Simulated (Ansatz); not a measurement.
Recipe of this trial structure of Pt: random cell by space group and Wyckoff sites (Fm-3m, No. 225). Lengths were set from tabulated atomic sizes, so they are only a guess.

```
Pt
1.0
     0.00000    2.75454    2.75454
     2.75454    0.00000    2.75454
     2.75454    2.75454    0.00000
Pt
3
Direct
  0.75000 0.75000 0.75000
  0.00000 0.00000 0.00000
  0.25000 0.25000 0.25000
```

The calculation used DFT PBE, scalar-relativistic, plane waves, PAW (Ansatz). Cutoff 420 eV, Gaussian smearing, Γ-centred meshes. Cell and atoms relax first on a coarse mesh and then on a finer one. In between, the cell is made exact in the group found at 0.06 Å. In metals the finer mesh still leaves noise of several meV/atom or more. The steps can't lower the symmetry of their start. No spin polarisation.

A guess keeps its type if space group and coordination stay and the shape of the cell changes little (axis ratios within about 15 %, angles within 6°); the volume may change.

Q: Does it keep its structure type, or change into something else?

A: It keeps its type: symmetry leaves only the cell edge free. The symmetry stays Fm-3m (No. 225). The volume per atom grows by 33.8 %, from 13.9 to 18.6 Å³. The shortest distance goes from 2.39 Å (Pt–Pt) to 2.63 Å (Pt–Pt). Counting neighbours within 15 % of an atom's shortest distance, the start has Pt 4/8 and the end Pt 4/8.

The last run used a 14×14×14 mesh for its 3-atom cell and Gaussian smearing of 0.10 eV. Spin–orbit coupling, which can matter for Pt, is left out. Symmetry constrained the relaxation, so the result can be a saddle point.

In counts of neighbours, a slash parts the counts of unlike sites.
